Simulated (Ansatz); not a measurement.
Consider the following.

Relaxed WC (WC type, space group P-6m2):

```xyz
4
Lattice="5.8437 0.0000 0.0000 -1.4609 2.5304 0.0000 0.0000 0.0000 2.8471" Properties=species:S:1:pos:R:3 pbc="T T T"
W      5.8437     0.0000     0.0000
W      1.4609     2.5304     0.0000
C      1.4609     0.8435     1.4235
C      4.3828     0.8435     1.4235
```

The atoms are displaced by Q × the pattern below (from a DFPT mode at M = (0.5, 0.0, 0.0), largest move 1; Q in Å), at fixed cell. (q is in reciprocal vectors of the primitive cell; the cell shown is doubled to hold the pattern.)

```
atom       x       y      z
----  ------  ------  -----
W1     0.017  -0.029  0.000
W2    -0.017   0.029  0.000
C3     0.500  -0.866  0.000
C4    -0.500   0.866  0.000
```

These are PBE (plane waves to 420 eV, PAW, scalar-relativistic; Ansatz, a first-principles code) values and carry that method's errors. k mesh 9×18×16 (Γ-centred), Fermi-Dirac smearing 0.05 eV. Energies are smeared free energies. With partly filled bands, energies and forces of such displacements shift with the k mesh and the smearing. Spin-orbit coupling is left out, though W is heavy. WC is run without spin polarisation. WC was relaxed with its symmetry unable to fall. ΔE is measured from the undisplaced structure.

The scan covers Q from -0.280 to 0.280 Å in 13 points.

Task: Which space group does the distorted structure have?

Result: Pmc2_1 (No. 26), lowered from P-6m2.

Task: Is this a single well or a double well?

Result: A single well with its minimum at or next to zero displacement.

Task: What is the energy change at Q = 0.280 Å?

Result: 1218 meV/cell.

Task: What harmonic wavenumber does the curvature at Q = 0 give?

Result: 591 cm⁻¹.

(A displaced cell: forces are minus the slopes of the energy, force constants its curvatures, and phonons follow from these.)
